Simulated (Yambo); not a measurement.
```xyz
10
Lattice="0.0000 4.1303 4.1303 4.1303 0.0000 4.1303 4.1303 4.1303 0.0000" Properties=species:S:1:pos:R:3 pbc="T T T"
O      4.1303     6.2973     4.1303
O      4.1303     1.9632     4.1303
O      1.9632     4.1303     4.1303
O      6.2973     4.1303     4.1303
O      4.1303     4.1303     6.2973
O      4.1303     4.1303     1.9632
Zn     4.1303     4.1303     4.1303
Ba     6.1954     6.1954     6.1954
Ba     2.0651     2.0651     2.0651
W      0.0000     0.0000     0.0000
```

Workflow: norm-conserving PBEsol (Quantum ESPRESSO, 84 Ry, no spin-orbit coupling), then G0W0 in Yambo (2×2×2 Γ-centred k mesh, bands 6 to 222 and a 7 Ry block in the screening, 222 bands in G with the Bruneval-Gonze terminator, plasmon pole fitted at 27.2 eV).

Question: Give the PBEsol and G0W0 gaps between the band edges found on this mesh, and say where the edges lie.

Answer: Edges: Γ → X. PBEsol: 2.88 eV; G0W0: 4.44 eV. Nearest settings tried, and what they do to the gap: 151 bands in G: +8 meV; 151 bands in W, 151 bands in G: +58 meV; 6 Ry block (283 vectors against 331): -0 meV. Not varied: mesh. So the settings aren't converged at that level. Oxides, nitrides and fluorides with a shallow 3d shell are known to need far more bands and larger blocks. The k mesh is coarse. Without spin-orbit coupling, band edges of such heavy elements can be off by tenths of an eV.

Geometry of the Materials Project entry, not relaxed at this level.
